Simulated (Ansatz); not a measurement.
The start is a randomly generated symmetric cell of Rh (space group No. 65). Cell shape, volume and atoms are optimised at zero target pressure with PBEsol (plane waves to 420 eV, PAW, scalar-relativistic; Ansatz, a first-principles code). The first steps use a coarse 15×15×10 k-mesh.

The start:
```
CELL_PARAMETERS angstrom
      1.38897    -1.71541     0.00000
      1.38897     1.71541     0.00000
      0.00000     0.00000     3.11700
ATOMIC_POSITIONS crystal
  Rh 0.00000 0.00000 0.50000
```

Problem. What pressure does the first self-consistent step give?

Solution. +68.6 GPa (positive: the cell is compressed).

Problem. Does the structure survive the relaxation? Give the final space group.

Solution. The space group goes from Cmmm (No. 65) to P6/mmm (No. 191); the end is AFLOW prototype A_hP1_191_a (A_f, as in Sn), with 1 atom in the primitive cell.

Problem. By how much does the energy per atom fall from start to end?

Solution. 1.86 eV/atom.

Problem. How does the volume per atom move from start to end?

Solution. -1.0 %, from 14.85 to 14.70 Å³/atom.

Problem. How do the shortest distances between atoms change?

Solution. The closest pairs of elements (up to four, under 3.6 Å), start → end: Rh–Rh 2.21 → 2.51 Å.

Problem. What does it relax into? Give the structure.

Solution. 
Space group P6/mmm (No. 191); a = 2.603 Å, b = 2.603 Å, c = 2.506 Å, α = 90.00°, β = 90.00°, γ = 120.00°

| atom | site | symmetry | x | y | z |
|---|---|---|---|---|---|
| Rh | 1b | 6/mmm | 0.0000 | 0.0000 | 0.5000 |

Final values are on a 20×20×18 k-mesh of the relaxed cell. No spin polarisation in the result.

The run could not lose the symmetry of its start, so the end can be a saddle point.

The relaxed structure here is a generated cell of Rh: the first start was made by a random draw of sites in a space group, and the end was not matched to a known phase here, so it may be hypothetical. Known forms of Rh include space group No. 225.
